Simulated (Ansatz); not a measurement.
**Na3WClO4 at a changed volume — ³⁷Cl nuclear quadrupole resonance**

Cell: a diffraction structure from the COD, relaxed with PBE at fixed cell and then changed (volume scaled by 0.97, ions relaxed).

Space group P4/nmm:1 (No. 129); a = 7.4422, c = 5.3059 Å.

| site | Wyckoff | site symmetry | x | y | z |
| --- | --- | --- | --- | --- | --- |
| Na1 | 2c | 4mm | 0.5000 | 0.0000 | 0.3558 |
| Na3 | 4d | ..2/m | 0.7500 | 0.2500 | 0.0000 |
| W | 2b | -4m2 | 0.0000 | 0.0000 | 0.5000 |
| Cl | 2c | 4mm | 0.5000 | 0.0000 | 0.8390 |
| O | 8i | .m. | 0.8081 | 0.0000 | 0.2964 |

One atom of each set is listed.

All values are calculated (Ansatz; DFT, PBE, plane waves and PAW, scalar-relativistic, 420 eV cutoff, Γ-centred 3×3×4 k-points, Fermi–Dirac smearing 0.02 eV), not measured.

³⁷Cl: I = 3/2, Q = -63.93 mb (year-2017 value). Static lattice, zero field.

**Question.** At which frequencies do the ³⁷Cl NQR lines lie?

**Answer.** For I = 3/2 there is one line, ν = (|C_Q|/2)(1 + η²/3)^½.

| site | atoms | V_zz (10²¹ V/m²) | C_Q (MHz) | η | line frequencies (MHz) |
| --- | --- | --- | --- | --- | --- |
| Cl | 2 | -1.94 | 3.01 | 0.00 | 1.50 |

**Question.** And for 35Cl (I = 3/2, Q = -81.12 mb) on Cl?

**Answer.** C_Q scales with Q to 3.81 MHz, with lines at 1.91 MHz.

An axis of threefold or higher order runs through Cl, so V_zz lies along it and η is zero.
